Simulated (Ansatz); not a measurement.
## Co: clamped-ion strain scan

Level of theory: DFT PBEsol, scalar-relativistic, plane waves, PAW (Ansatz). Cutoff 420 eV, Γ-centred 30×30×16 k-points, Gaussian smearing of 0.15 eV. Collinear spins, started from moments 1.8, 1.8 μB in atom order; the magnetic state may not be the lowest. Energies are free energies at this smearing, counted from the undisturbed cell; pressure is positive in compression.

Zero of the scan (relaxed at this level):

```xyz
2
Lattice="2.4564 0.0000 0.0000 -1.2282 2.1273 0.0000 0.0000 0.0000 3.9695" Properties=species:S:1:pos:R:3 pbc="T T T"
Co    1.2282    0.7091    0.9924
Co    0.0000    1.4182    2.9771
```

The cell is strained by ε times the Voigt pattern (0, 0, 1, 0, 0, 0) (xx, yy, zz, yz, xz, xy; engineering shear) with fractional coordinates fixed. The cell is metallic on the mesh throughout.

```tsv
ε	ΔE (meV/atom)	stress summed along the pattern (GPa, tension positive)	moment (μB/cell)
-0.0200	6.4	-10.15	3.10
-0.0100	1.6	-4.90	3.12
0.0000	0.0	-0.03	3.14
0.0050	0.4	2.27	3.15
0.0150	3.3	6.58	3.17
0.0200	5.7	8.61	3.18
```